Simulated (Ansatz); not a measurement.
GaN:
```yaml
crystal:
  lattice:
    - [2.74195, 0.00000, 0.00000]
    - [0.00000, 2.74195, 0.00000]
    - [0.00000, 0.00000, 2.74195]
  atoms:
    - { symbol: Ga, position: [0.00000, 0.00000, 0.00000] }
    - { symbol: N, position: [0.50000, 0.50000, 0.50000] }
```

Relaxed with PBE. Special points in fractions of this cell's reciprocal vectors: Γ (0.000, 0.000, 0.000); X (0.000, 0.500, 0.000); M (0.500, 0.500, 0.000); R (0.500, 0.500, 0.500).

Task: List the band energies nearest the Fermi level at these points for the program Ansatz at the PBE level (PAW).

Result: In eV from the Fermi level; about four levels below and three above (degenerate sets whole), none deeper than 8.9 eV; … stands for higher levels left out; points with the same levels are listed once.

```tsv
k	below	above
Γ	-1.86 -1.27 -1.27 -1.27	…
X	–	0.08 0.08 3.47
M	-6.13 -6.13 -2.57	0.46 …
R	-2.97 -2.97 -2.97	…
```

Space group Pm-3m (CsCl type). The cell is a constructed one: a structure type filled with these elements; neither database checked (COD, Materials Project) lists it. It is not the phase usual at ambient conditions (space group No. 186, 216). The PBE relaxation kept the symmetry of its start; whether a distortion lowers the energy is not shown. Spin–orbit coupling is left out wherever it is not named.

Potentials: the later of the program's two PAW sets.
